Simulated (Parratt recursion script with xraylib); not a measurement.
## X-ray reflectivity of single films on Si: where the minima fall

Calculation: specular X-ray reflectivity, Parratt recursion, Névot-Croce roughness, xraylib tables; Parratt recursion script with xraylib 4.3.0.

Photon energy 8.048 keV (λ = 1.5406 Å), s polarisation. The grazing angle θ is scanned from 0.05° to 3° in 900 evenly spaced points, and the curve is smoothed with a Gaussian of 0.004° full width. A minimum is a scan point below both neighbours, placed by a parabola through ln R at the three points.

Each run is one film on Si (density 2.313 g/cm³, δ = 7.525 × 10⁻⁶, rms roughness 2.8 Å) under vacuum. The film surface has an rms roughness of 7.2 Å in all runs. The refractive index is n = 1 − δ + iβ. The table lists all minima between 0.6 and 0.85°.

```
run  film  thickness d (Å)  density (g/cm³)  δ (10⁻⁶)  β (10⁻⁶)             minima at θ (°)
---  ----  ---------------  ---------------  --------  --------  --------------------------
A      Hf              600           13.313     31.50     2.525  0.635, 0.688, 0.745, 0.804
B      Hf              600            9.319         ?         ?                           ?
```

Densities are inputs, not measurements. They were set from computed cells of the Materials Project: Hf from entry mp-103 (P6₃/mmc, 13.313 g/cm³, taken at 70 and 100 %); Si from entry mp-149 (Fd-3m, 2.313 g/cm³). A layer's crystal structure does not enter its constants, only its composition and density.

**Question.** How many minima does run B have between 0.6 and 0.85°, and where? Estimate its δ first.

**Answer.** Inside a film the fringe order is m = (2d/λ)(sin²θ − 2δ)^½, with the film's own δ. Where the film's δ lies above the substrate's, its two faces reflect with opposite signs, and minima are expected at whole m.

- Run A, δ above the substrate's: the minima give m = 6.02, 7.02, 8.02, 9.01.

At fixed composition δ is proportional to density: 31.50 × 9.319/13.313 = 22.05, in the table's units (the run used 22.05). In run B the film's δ lies above the substrate's, so take whole m. The window runs from m = 6.31 to 10.33 and holds m = 7, 8, 9, 10. Then sin²θ = 2δ + (mλ/2d)² gives θ = 0.640, 0.701, 0.764, 0.828°.

The run has 4 minima, at 0.641, 0.702, 0.764, 0.829°. The largest distance from one of them to an estimated minimum is 0.001°, against a mean spacing of 0.063°.
